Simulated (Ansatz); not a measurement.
**Na3HfScSi2SO12 — Na-23 nuclear quadrupole resonance**

Cell: a computed structure from the Materials Project (it need not be an observed phase), atoms as given.

Space group Cc (No. 9); a = 15.8434, b = 9.1319, c = 9.2594 Å, β = 125.14°.

```
site  Wyckoff  site symmetry       x       y       z
 Na1       4a              1  0.8076  0.0640  0.7274
 Na2       4a              1  0.1693  0.0706  0.7326
 Na5       4a              1  0.7316  0.7673  0.4839
  Hf       4a              1  0.4035  0.2601  0.9415
  Sc       4a              1  0.6021  0.7560  0.0567
Si11       4a              1  0.6513  0.8979  0.7612
Si12       4a              1  0.5051  0.4550  0.7565
   S       4a              1  0.3541  0.8990  0.7477
 O17       4a              1  0.6592  0.8645  0.9407
 O18       4a              1  0.0729  0.0599  0.9289
 O19       4a              1  0.4484  0.8353  0.9013
 O23       4a              1  0.3474  0.1264  0.0826
 O24       4a              1  0.9287  0.9391  0.0804
 O25       4a              1  0.5435  0.1756  0.0927
 O29       4a              1  0.2661  0.1707  0.2392
 O30       4a              1  0.5830  0.6432  0.2359
 O31       4a              1  0.6641  0.9276  0.2419
 O35       4a              1  0.7451  0.8075  0.7663
 O36       4a              1  0.4198  0.3576  0.7660
 O37       4a              1  0.3471  0.0603  0.7668
```

One atom of each set is listed; the run and its k-mesh use a cell of 40 atoms with edges of 9.14, 9.14, 9.26 Å.

Computed with Ansatz: DFT, r2SCAN, plane waves and PAW, scalar-relativistic, 500 eV cutoff, Γ-centred 3×3×3 k-points, Fermi–Dirac smearing 0.02 eV.

Na-23: I = 3/2, Q = 104.0 mb (year-2017 value). Static lattice, zero field.

**Question.** Predict the zero-field Na-23 lines of each site.

**Answer.** For I = 3/2 there is one line, ν = (|C_Q|/2)(1 + η²/3)^½.

```csv
site,atoms,V_zz (10²¹ V/m²),C_Q (MHz),η,line frequencies (MHz)
Na1,2,-1.23,-3.10,0.71,1.68
Na2,2,-1.82,-4.58,0.24,2.31
Na5,2,-1.32,-3.33,0.60,1.76
```

The largest force is 0.7 eV/Å, so the atoms aren't at the calculated equilibrium and relaxing them would move these values.
